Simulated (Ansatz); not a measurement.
ZrAs:
```cif
data_As4Zr4
_chemical_formula_sum 'Zr4 As4'
_space_group_name_H-M_alt 'P63/mmc'
_space_group_IT_number 194
_space_group_name_Hall '-P 6c 2c'
_cell_length_a 3.83092
_cell_length_b 3.83092
_cell_length_c 12.89069
_cell_angle_alpha 90.000
_cell_angle_beta 90.000
_cell_angle_gamma 120.000
loop_
_atom_site_label
_atom_site_type_symbol
_atom_site_symmetry_multiplicity
_atom_site_Wyckoff_symbol
_atom_site_fract_x
_atom_site_fract_y
_atom_site_fract_z
_atom_site_occupancy
Zr1 Zr 4 f 0.33333 0.66667 0.11661 1
As1 As 2 a 0.00000 0.00000 0.00000 1
As2 As 2 d 0.66667 0.33333 0.25000 1
```

Relaxed with r²SCAN.

Which orbitals make up the states near the Fermi level in r²SCAN (plane waves, PAW; program Ansatz)?

Within 0.5 eV of the Fermi level: Zr 4d 86 %, As 4p 9 %. Projections are on Löwdin-orthogonalised atomic valence shells; empty p or d shells of many metals are not among them.

Tabulate the density of states.

States/eV per cell of 8 atoms, in 0.25 eV bins, energy from the Fermi level.

| E (eV) | total | Zr 4d | As 4p | Zr 5s |
|---|---|---|---|---|
| -7.85 | 0.00 | 0.00 | 0.00 | 0.00 |
| -7.60 | 0.00 | 0.00 | 0.00 | 0.00 |
| -7.35 | 0.00 | 0.00 | 0.00 | 0.00 |
| -7.10 | 0.00 | 0.00 | 0.00 | 0.00 |
| -6.85 | 0.00 | 0.00 | 0.00 | 0.00 |
| -6.60 | 0.00 | 0.00 | 0.00 | 0.00 |
| -6.35 | 0.09 | 0.02 | 0.05 | 0.01 |
| -6.10 | 1.16 | 0.29 | 0.65 | 0.16 |
| -5.85 | 2.67 | 0.65 | 1.56 | 0.35 |
| -5.60 | 4.35 | 1.06 | 2.57 | 0.53 |
| -5.35 | 5.34 | 1.31 | 3.18 | 0.59 |
| -5.10 | 2.10 | 0.53 | 1.25 | 0.20 |
| -4.85 | 6.02 | 1.38 | 3.88 | 0.50 |
| -4.60 | 6.38 | 1.45 | 4.34 | 0.30 |
| -4.35 | 3.37 | 0.94 | 2.20 | 0.08 |
| -4.10 | 6.09 | 2.08 | 3.72 | 0.09 |
| -3.85 | 10.83 | 4.28 | 6.21 | 0.06 |
| -3.60 | 11.26 | 4.61 | 6.40 | 0.05 |
| -3.35 | 7.65 | 2.83 | 4.55 | 0.07 |
| -3.10 | 8.63 | 2.67 | 5.54 | 0.11 |
| -2.85 | 6.12 | 2.02 | 3.82 | 0.08 |
| -2.60 | 4.83 | 1.86 | 2.79 | 0.04 |
| -2.35 | 3.92 | 1.66 | 2.14 | 0.02 |
| -2.10 | 2.48 | 1.11 | 1.30 | 0.01 |
| -1.85 | 1.51 | 0.66 | 0.81 | 0.00 |
| -1.60 | 1.37 | 0.72 | 0.61 | 0.00 |
| -1.35 | 1.70 | 1.15 | 0.49 | 0.01 |
| -1.10 | 2.53 | 1.96 | 0.47 | 0.02 |
| -0.85 | 3.56 | 2.93 | 0.48 | 0.03 |
| -0.60 | 3.39 | 2.82 | 0.40 | 0.03 |
| -0.35 | 2.55 | 2.16 | 0.25 | 0.03 |
| -0.10 | 2.34 | 2.06 | 0.16 | 0.02 |
| 0.15 | 2.72 | 2.34 | 0.25 | 0.02 |
| 0.40 | 3.58 | 3.01 | 0.39 | 0.03 |
| 0.65 | 4.22 | 3.55 | 0.45 | 0.04 |
| 0.90 | 5.86 | 4.95 | 0.59 | 0.06 |
| 1.15 | 6.96 | 5.91 | 0.64 | 0.09 |
| 1.40 | 6.72 | 5.50 | 0.72 | 0.13 |
| 1.65 | 8.41 | 6.93 | 0.84 | 0.17 |
| 1.90 | 9.49 | 8.00 | 0.83 | 0.21 |
| 2.15 | 10.58 | 8.81 | 0.96 | 0.30 |
| 2.40 | 9.82 | 7.69 | 1.22 | 0.43 |
| 2.65 | 11.29 | 9.06 | 1.36 | 0.39 |
| 2.90 | 9.41 | 7.32 | 1.26 | 0.31 |
| 3.15 | 7.61 | 5.48 | 1.32 | 0.25 |
| 3.40 | 3.30 | 2.00 | 0.84 | 0.15 |
| 3.65 | 4.94 | 2.79 | 0.94 | 0.64 |
| 3.90 | 5.00 | 2.36 | 0.85 | 0.80 |

Space group P6_3/mmc. The workflow started from a Materials Project entry (that database holds measured and hypothetical structures alike); the Crystallography Open Database files this formula in space group No. 194, but the cells were not matched. Whether it is the stable phase at ambient conditions was not checked. Symmetry was held in the r²SCAN relaxation; its stability against distortions is not shown here. No spin polarisation was allowed. Spin–orbit coupling is left out wherever it is not named.

Potentials: the earlier of the program's two PAW sets.
